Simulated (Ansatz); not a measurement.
# Relaxing a structure of SrVO3

The start is a generated trial cell of SrVO3 in the ilmenite structure type. The cell and all atomic positions are relaxed at zero pressure with PBEsol (plane waves to 420 eV, PAW, scalar-relativistic; Ansatz, a first-principles code). The first steps use a coarse 5×5×5 k-mesh.

Starting cell:
```
SrVO3
1.0
    2.73392     1.57843     5.04529
   -2.73392     1.57843     5.04529
    0.00000    -3.15686     5.04529
Sr O V
2 6 2
Direct
  0.35537   0.35537   0.35537
  0.64463   0.64463   0.64463
  0.22174   0.56249   0.95095
  0.95095   0.22174   0.56249
  0.56249   0.95095   0.22174
  0.77826   0.43751   0.04905
  0.04905   0.77826   0.43751
  0.43751   0.04905   0.77826
  0.14640   0.14640   0.14640
  0.85360   0.85360   0.85360
```
Spin-polarised start, with parallel moments on V.

How large is the pressure on the unrelaxed cell, and of which sign?

-5 GPa (negative: the cell is under tension).

Which atoms feel the largest initial force, and how large is it?

About 4.5 eV/Å, on O3, O4, O5, O6, O7, O8 (atoms numbered as listed).

What symmetry does the relaxed structure have?

The space group goes from R-3 (No. 148) to R-3m (No. 166), with 10 atoms in the primitive magnetic cell.

How much energy is released per atom?

0.40 eV/atom.

How does the volume change?

-6.5 %, from 13.06 to 12.21 Å³/atom.

What band gap does the relaxed structure have at this level?

No gap: a half-metal at this level (one spin channel is gapped at the Fermi level).

What magnetic moments remain?

Net 0.20 μB/atom, ferromagnetic.

Give the final cell and atomic positions.


Space group R-3m, hexagonal axes (No. 166); a = 5.2112 Å, b = 5.2112 Å, c = 15.5734 Å, α = 90.00°, β = 90.00°, γ = 120.00°

| atom | site | symmetry | x | y | z |
|---|---|---|---|---|---|
| Sr | 6c | 3m | 0.0000 | 0.0000 | 0.3764 |
| O | 18h | .m | 0.3395 | 0.1698 | 0.0904 |
| V | 6c | 3m | 0.0000 | 0.0000 | 0.1629 |
(The calculation used a cell of 10 atoms; values per cell refer to that cell.)

Final values are on a 11×11×11 k-mesh of the relaxed cell. Spin state reached: ferromagnetic (net 0.20 μB/atom), from parallel starting moments; other spin orders were not run from this start. The d or f electrons are treated with no Hubbard U.

The run could not lose the symmetry of its start, so the end can be a saddle point.

The relaxed structure here is a generated cell of SrVO3: the first start was made by placing the elements on the sites of a structure type, and the end was not matched to a known phase here, so it may be hypothetical. Known forms of SrVO3 include space group No. 221.
